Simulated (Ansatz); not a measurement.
One crystal and one scan (energy against volume) at two levels, PBE (plane waves to 420 eV, PAW, scalar-relativistic; Ansatz, a program for electronic structure) and r2SCAN (plane waves to 500 eV, PAW, scalar-relativistic; Ansatz), each from its own relaxed cell and on its own mesh.

The crystal is NiSi2 (fluorite type, space group Fm-3m); the cell is scaled evenly about its relaxed volume V₀.

The energy includes the smearing's −TS. NiSi2 is run without spin polarisation. NiSi2 was relaxed with its symmetry unable to fall. The PAW data are Ansatz's earlier set. Both scans cover V/V₀ from 0.940 to 1.060.

```csv
quantity,run 1,run 2
Lattice constant a (Å),5.444,5.390
Pressure at the smallest volume (GPa),10.5,11.5
Energy cost of the largest compression (meV/atom),25,27
Energy cost of the largest expansion (meV/atom),20,22
Bulk modulus B₀ (third-order Birch-Murnaghan fit) (GPa),146.2,162.5
Pressure derivative B₀′ (fit),5.0,4.3
Pressure for 5 % compression (fit) (GPa),8.5,9.3
```

Which run is which level?

Run 1 is PBE, run 2 is r2SCAN. PBE gives the higher value for: lattice constant a; pressure derivative B₀′. PBE gives the lower value for: pressure at the smallest volume; bulk modulus B₀; pressure for 5 % compression. Neither level is exact: the differences show how much the result hangs on the functional.

(Under strain, the slope of the energy per volume gives the stress and its curvature an elastic modulus.)
